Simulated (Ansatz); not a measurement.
In₂Pt₃ in space group P6_3/mmc (No. 194; In on 2b, In on 2c, In on 4f, Pt on 12k), the program Ansatz at the r²SCAN level (PAW), all energies at zero smearing, with the estimated change up to a 700 eV cutoff added, with one set of potentials and settings (totals compare only within such a set). Cell of 20 atoms (8 In, 12 Pt): -195347.686 eV.

| element | reference phase | E (eV/atom) |
|---|---|---|
| In | I4/mmm, 1 atoms in the cell | -5611.8204 |
| Pt | Fm-3m, 1 atoms in the cell | -12536.7848 |

Formation energy per atom, worked out: (-195347.686 − 8×(-5611.8204) − 12×(-12536.7848))/20 = -0.585 eV/atom (-56 kJ per mol of atoms), at 0 K, without zero-point energy or fitted corrections.

The workflow started from a Materials Project entry (that database holds measured and hypothetical structures alike); the Crystallography Open Database copy checked does not list it. Whether it is the stable phase at ambient conditions was not checked. The r²SCAN relaxation kept the symmetry of its start; its stability against distortions is not shown here. No spin polarisation was allowed. The references are the lowest solids computed at this level, not always the standard phases. Spin–orbit coupling is left out wherever it is not named.

Potentials: the later of the program's two PAW sets.
